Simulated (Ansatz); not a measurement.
GeS:
```yaml
crystal:
  lattice:
    - [3.77696, 0.00000, 0.00000]
    - [-1.88848, 3.27095, 0.00000]
    - [0.00000, 0.00000, 6.70275]
  atoms:
    - { symbol: Ge, position: [0.00000, 0.00000, 0.00000] }
    - { symbol: Ge, position: [0.00000, 0.00000, 0.50000] }
    - { symbol: S, position: [0.33333, 0.66667, 0.25000] }
    - { symbol: S, position: [0.66667, 0.33333, 0.75000] }
```

This is the PBE-relaxed structure.

**Question.** All from plane-wave PAW PBE (Ansatz code), unless another level is named. Give the electronic character.

**Answer.** metallic (no gap).

**Question.** Predict the density of states at the Fermi level.

**Answer.** 0.10 states/eV per atom (mean over ±0.08 eV).

**Question.** Next, the formation energy from the elements (no fitted shifts)?

**Answer.** -0.13 eV/atom.

Space group P6_3/mmc (NiAs type). A made-up cell: these elements were put on the sites of a structure type; neither database checked (COD, Materials Project) lists it. COD files the formula under space group No. 62, so this cell is another polymorph or a model. Whether it is the stable phase at ambient conditions was not checked. Symmetry was held in the PBE relaxation; whether a distortion lowers the energy is not shown. The references are the lowest solids computed at this level, not always the standard phases. Spin–orbit coupling is left out wherever it is not named.

Potentials: the later of the program's two PAW sets.
